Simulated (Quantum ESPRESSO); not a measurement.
## GaAlZnSiN4 (a curve over one atom's position)

Computed values, not a measurement. The program is pw.x of Quantum ESPRESSO 7.5 (plane-wave density functional theory). The cell is made up: 8 atoms on a wurtzite lattice, with randomly drawn elements, strain and displacements, not relaxed. PseudoDojo standard norm-conserving files (v0.5 for PBE, v0.4.1 for LDA and PBEsol) set the functional; there is no spin polarisation, spin-orbit coupling or dispersion term, and the masses in the input are unused placeholders.

Seven runs move atom 3 (Zn, counted in the order of the input) along y and keep all else fixed.

Input of the run at +0.0074:

```
&control calculation='scf', pseudo_dir='./dojo.nc.sr.pbe.v0_5.standard.upf', outdir='./o', disk_io='low', tprnfor=.true., tstress=.true. /
&system ibrav=0, nat=8, ntyp=5, nbnd=36, ecutwfc=84.00895049, nosym=.true., tot_charge=0,
 occupations='smearing', smearing='fd', degauss=0.0018374661
/
&electrons conv_thr=7.350e-09, electron_maxstep=60, /
ATOMIC_SPECIES
Al 1.0 Al.upf
Ga 1.0 Ga.upf
N 1.0 N.upf
Si 1.0 Si.upf
Zn 1.0 Zn.upf
CELL_PARAMETERS angstrom
3.2309 -0.0098 -0.0286
-0.0169 5.5982 0.0268
-0.0466 0.0252 5.1882
ATOMIC_POSITIONS angstrom
Ga 0.0263 -0.0133 0.0082
Al 1.6387 2.7914 0.0058
Zn 1.6102 0.9061 2.5902
Si -0.0056 3.7512 2.6077
N -0.023 0.02 1.9516
N 1.5459 2.8556 1.955
N 1.5747 0.9516 4.5055
N -0.0811 3.768 4.5407
K_POINTS automatic
5 4 4 1 1 1
```

| shift of atom 3 along y (Å) | free energy less that of the input shown (eV) | Fx on atom 3 (eV/Å) | Fy on atom 3 (eV/Å) | Fz on atom 3 (eV/Å) | pressure (GPa) | next band up at Gamma (eV) | iterations |
| --- | --- | --- | --- | --- | --- | --- | --- |
| -0.1056 | 0.0394 | -0.127 | 0.833 | 0.094 | -10.46 | 0.791 | 13 |
| -0.0565 | 0.0083 | -0.109 | 0.425 | -0.057 | -10.76 | 0.735 | 13 |
| -0.0321 | 0.0006 | -0.100 | 0.205 | -0.117 | -10.88 | 0.708 | 13 |
| -0.0097 | -0.0016 | -0.093 | -0.009 | -0.164 | -10.97 | 0.683 | 13 |
| +0.0074 | 0.0000 | -0.087 | -0.180 | -0.193 | -11.03 | 0.664 | 13 |
| +0.0173 | 0.0023 | -0.083 | -0.283 | -0.207 | -11.06 | 0.654 | 13 |
| +0.1029 | 0.0678 | -0.052 | -1.288 | -0.232 | -11.14 | 0.561 | 13 |

A cubic fit gives dFy/dy = -10.04 eV/Å² at zero shift. Across the table the free energy follows the integral of the force to within 0.1 meV. A rerun of one of the cells at 1437 eV and a 7 x 6 x 6 mesh moved values by no more than 0.006 eV in energy, 0.07 GPa in stress and 0.007 eV/Å in force. The band column is the level of band 31 at Gamma less that of band 30, whose number is half the electron count, rounded up; it comes from a band step after each run.